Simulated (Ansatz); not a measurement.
# What a change of settings does: Cr (bcc type)

First run: DFT, PBE, PAW with Ansatz's default frozen-core files, scalar-relativistic (Ansatz 0.2.0).

Command: `ansatz run input.yaml --threads 1 --pin off --max-ram 3072MiB --backend cpu --events-out ev --progress --plain --runs-dir out` It took 4.7 s on 1 thread of Arm Neoverse V2 (shared host), peak memory 0.31 GiB.

```yaml
crystal:
  lattice:
    - [-1.2337158758, 1.2337158758, 1.2337158758]
    - [1.2337158758, -1.2337158758, 1.2337158758]
    - [1.2337158758, 1.2337158758, -1.2337158758]
  atoms:
    - { symbol: Cr, position: [0.0, 0.0, 0.0], spin: 2.0 }
magnetization:
  spin_polarized: true
kpoints:
  mp_grid: { grid: [21, 21, 21] }
scf:
  occupations: { method: fermi_dirac, width: 0.05 }
hamiltonian:
  xc: pbe
  pseudopotentials: { kind: paw }
output:
  forces: true
  stress: true
  eigenvalues: true
  populations: true
```

The base cell comes from a relaxation on PAW files under the same functional, and the cell shown is scaled from it.

This run: volume at 0.65 of the series' base cell.

It converges in 9 SCF iterations at a pressure of 265.3 GPa, cell moment 0.00 μB, cutoff 420 eV.

The input is then changed:

```diff
   atoms:
-    - { symbol: Cr, position: [0.0, 0.0, 0.0], spin: 2.0 }
-magnetization:
-  spin_polarized: true
+    - { symbol: Cr, position: [0.0, 0.0, 0.0] }
 kpoints:
 scf:
-  occupations: { method: fermi_dirac, width: 0.05 }
+  occupations: { method: tetrahedron_uncorrected }
+  mixing: { algorithm: anderson, beta: 0.1 }
 hamiltonian:
```

Q: Predict the outcome of the changed run.

A: It converges in 8 SCF iterations, cutoff 420 eV. More than one line changes, and not each need have an effect. Some of the changed settings are coarser than converged work would use.
